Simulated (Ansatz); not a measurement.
A crystal relaxed with r2SCAN in the plane-wave code Ansatz has space group Cmmm (No. 65) and a = 6.747 Å, b = 6.760 Å, c = 6.317 Å.

```csv
atom,site,x,y,z
Hf,4l,0.0000,0.5000,0.2546
Hf,2a,0.0000,0.0000,0.0000
Xx,8n,0.0000,0.1908,0.2618
Xx,4g,0.1945,0.5000,0.0000
Ti,2d,0.0000,0.0000,0.5000
Xx,4h,0.2048,0.5000,0.5000
```

The r2SCAN gap is indirect, 3.00 eV (Γ to Y), below the direct gap of 3.01 eV at Γ. Least and direct gap differ so little that the kind isn't settled. The lowest empty level at Γ lies only 10 meV higher, so the place of the conduction bottom isn't settled. With PBE the valence top lies at Γ and the conduction bottom at Y, 2.609 eV higher; the smallest vertical gap, at Γ, is 2.614 eV. Least and direct gap differ so little that the kind isn't settled. The lowest empty level at Γ lies only 5 meV higher, so the place of the conduction bottom isn't settled. Meshes: r2SCAN 6×6×4, PBE 6×6×4. r2SCAN's ε∞ is 4.7, 4.8 and 5.3 along x, y and z.

**Question.** Which element is Xx?
A. S
B. Te
C. Se
D. O

**Answer.** D. Xx is O: a 12-atom cell of Hf3TiO8 built on the rutile structure (relaxed group Cmmm). Hf has 6 O at 2.08–2.09 Å; Hf has 6 O at 2.06–2.10 Å; O has 1 Ti at 1.98 Å and 2 Hf at 2.09–2.10 Å; O has 3 Hf at 2.06–2.08 Å; Ti has 6 O at 1.98–1.99 Å; O has 1 Ti at 1.99 Å and 2 Hf at 2.08 Å.

Spin-unpolarised throughout. Whether this structure exists isn't addressed.

Spin-orbit coupling is left out, which matters wherever the heavy atoms make up the band edges.

For a response run the program warns that the ground state's bands aren't all converged, so ε∞ carries an extra error.
